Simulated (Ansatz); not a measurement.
A (110) slab of Bi (R-3m (No. 166)), 5 planes, outer planes Bi (top) and Bi (bottom), with 10 atoms (Bi10) in a surface cell of A = 29.824 Å², as cut from the bulk:

```
CELL_PARAMETERS angstrom
4.62734 0.00000 0.00000
0.26286 6.44509 0.00000
0.00000 0.00000 23.98798
ATOMIC_POSITIONS crystal
Bi 0.02571 0.26285 0.31266
Bi 0.97429 0.73715 0.31266
Bi 0.52571 0.76285 0.40633
Bi 0.47429 0.23715 0.40633
Bi 0.02571 0.26285 0.50000
Bi 0.97429 0.73715 0.50000
Bi 0.52571 0.76285 0.59367
Bi 0.47429 0.23715 0.59367
Bi 0.02571 0.26285 0.68734
Bi 0.97429 0.73715 0.68734
```

Theory: DFT LDA, scalar-relativistic, plane waves, PAW in Ansatz. Settings: cutoff 420 eV, Γ-centred mesh 8×6×1 on the computed 10-atom cell, Gaussian smearing of 0.10 eV; no spin polarisation.

Against the same 10 atoms in the bulk, the slab as cut lies 2.425 eV higher and the relaxed slab 1.803 eV higher.

Q: Work out the surface energy before and after relaxation.

A: The slab has two faces, so γ = (E_slab − N·E_bulk)/(2A), the mean of both. As cut: 2.425/(2 × 29.824) = 0.0407 eV/Å², and 1 eV/Å² = 16.02 J/m², so γ = 0.65 J/m². Relaxed: 1.803/(2 × 29.824) = 0.0302 eV/Å² = 0.48 J/m². Relaxation recovers 26 % of the cost of cutting.

Q: What is the ideal work of this cut, per area?

A: Griffith's ideal work is 2γ: 1.30 J/m² if the new faces stay rigid, 0.97 J/m² if they relax. One thickness was run, 5 planes, so γ can still shift with it.